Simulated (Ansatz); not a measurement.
# Na-23 NMR of the central transition in NaSnPCO7

Cell: a computed structure from the Materials Project (it need not be an observed phase).

Space group P2_1/m (No. 11); a = 5.3319, b = 6.5878, c = 8.7925 Å, β = 91.74°.

| site | Wyckoff | site symmetry | x | y | z |
| --- | --- | --- | --- | --- | --- |
| Na | 2e | m | 0.2293 | 0.2500 | 0.0855 |
| Sn | 2e | m | 0.2196 | 0.7500 | 0.3322 |
| P | 2e | m | 0.2754 | 0.2500 | 0.4305 |
| C | 2e | m | 0.2972 | 0.7500 | 0.0463 |
| O9 | 2e | m | 0.6672 | 0.2500 | 0.0924 |
| O10 | 2e | m | 0.0677 | 0.7500 | 0.1061 |
| O11 | 2e | m | 0.4796 | 0.7500 | 0.1539 |
| O12 | 4f | 1 | 0.2118 | 0.0662 | 0.3259 |
| O14 | 2e | m | 0.8724 | 0.7500 | 0.4218 |
| O15 | 2e | m | 0.5594 | 0.2500 | 0.4749 |

One atom of each set is listed.

The numbers come from a DFT calculation in Ansatz (PBE, plane waves and PAW, scalar-relativistic, 420 eV cutoff, Γ-centred 4×3×3 k-points, Fermi–Dirac smearing 0.02 eV).

Na-23 has I = 3/2 and Q = 104.0 mb (Pyykkö 2018); at 23.5 T its Larmor frequency is ν₀ = 264.8 MHz. Only the quadrupole interaction is simulated: positions count from each site's isotropic chemical shift, and J coupling is left out, as are shift anisotropy and dipolar coupling, which fast spinning averages.

Problem. Simulate the second-order pattern (fast magic-angle spinning, Gaussian broadening 0.2 kHz) of site Na (5 O at 2.28–2.65 Å; also 1 O at 3.00 Å).

Solution. The calculation gives C_Q = 4.24 MHz and η = 0.87, so ν_Q = 2.12 MHz and the centre of gravity lies at -8.00 ppm (-2.12 kHz).

offset (kHz), height and a bar:
```
   -4.996          0 
   -4.768          4 #
   -4.540         12 ####
   -4.312         19 ######
   -4.083         20 ######
   -3.855         22 ######
   -3.627         23 #######
   -3.399         25 ########
   -3.171         28 ########
   -2.942         31 #########
   -2.714         50 ###############
   -2.486         96 #############################
   -2.258        100 ##############################
   -2.029         88 ##########################
   -1.801         63 ###################
   -1.573         52 ################
   -1.345         45 ##############
   -1.116         41 ############
   -0.888         37 ###########
   -0.660         34 ##########
   -0.432         32 ##########
   -0.203         29 #########
    0.025         11 ###
    0.253          0
```

The largest force is 0.4 eV/Å, so the atoms aren't at the calculated equilibrium and relaxing them would move these values.
